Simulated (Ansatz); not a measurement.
Relaxed Ag (fcc, Cu type):

```yaml
crystal:
  lattice:
    - [4.05439, 0.00000, 0.00000]
    - [0.00000, 4.05439, 0.00000]
    - [0.00000, 0.00000, 4.05439]
  atoms:
    - { symbol: Ag, position: [0.00000, 0.00000, 0.00000] }
    - { symbol: Ag, position: [0.50000, 0.50000, 0.00000] }
    - { symbol: Ag, position: [0.50000, 0.00000, 0.50000] }
    - { symbol: Ag, position: [0.00000, 0.50000, 0.50000] }
```

The numbers are results of PBEsol (plane waves to 420 eV, PAW, scalar-relativistic; Ansatz, a first-principles code), not measurements. k mesh 9×9×9 (Γ-centred), Fermi-Dirac smearing 0.05 eV. With partly filled bands, energies and forces of such displacements shift with the k mesh and the smearing. On this mesh the relaxed cell isn't quite at rest: it carries a pressure of -0.2 GPa (compression positive) at the zero of the scan. Ag was relaxed with its symmetry unable to fall.

One atom of the cell was then moved (with its periodic images), all else fixed, and the forces (eV/Å) came out as:

```
atom      Fx      Fy     Fz
----  ------  ------  -----
Ag1   -1.741  -1.741  0.000
Ag2    1.124   1.124  0.000
Ag3    0.734  -0.116  0.000
Ag4   -0.116   0.734  0.000
```

Task: Which atom was moved, and by which vector (Å)?

Result: Ag1, by (0.24, 0.24, 0.00), 0.34 Å in all.

(For displaced atoms, the force is minus the slope of the energy, and its curvature is a force constant, which sets phonon frequencies.)
